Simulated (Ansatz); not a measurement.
The relaxed structure here is a generated cell of SnF3: the first start was made by placing the elements on the sites of a structure type, and the end was not matched to a known phase here, so it may be hypothetical.

One starting cell of SnF₃ (a generated cell, SnF3 built in the AFLOW prototype AB3_hR8_155_c_de (D0_14, as in AlF3)) was relaxed twice with Ansatz (plane waves, PAW, scalar-relativistic): with r2SCAN at 500 eV and with PBE at 420 eV. The r2SCAN result:

Space group Pm-3m (No. 221); a = 4.267 Å, b = 4.267 Å, c = 4.267 Å, α = 90.00°, β = 90.00°, γ = 90.00°

| atom | site | symmetry | x | y | z |
|---|---|---|---|---|---|
| Sn | 1b | m-3m | 0.5000 | 0.5000 | 0.5000 |
| F | 3c | 4/mm.m | 0.0000 | 0.5000 | 0.5000 |

| quantity | r2SCAN | PBE |
|---|---|---|
| space group | Pm-3m | Pm-3m |
| volume (Å³/atom) | 19.42 | (withheld) |
| a (Å) | 4.267 | (withheld) |
| gap (eV, no spin-orbit coupling) | 0.00 | (withheld) |

Problem. Fill in the PBE column.

Solution. 
- volume (Å³/atom), PBE: 20.21
- a (Å), PBE: 4.324
- gap (eV, no spin-orbit coupling), PBE: 0.00

Both levels end in the same structure; PBE's volume is 4.1 % larger. Neither column is exact.

No spin polarisation in the result. The relaxed primitive cell holds an odd number of electrons. A magnetic state may lie lower.

The run could not lose the symmetry of its start: the end is stationary, and may be a saddle point rather than a minimum.

Ansatz is an electronic-structure program.
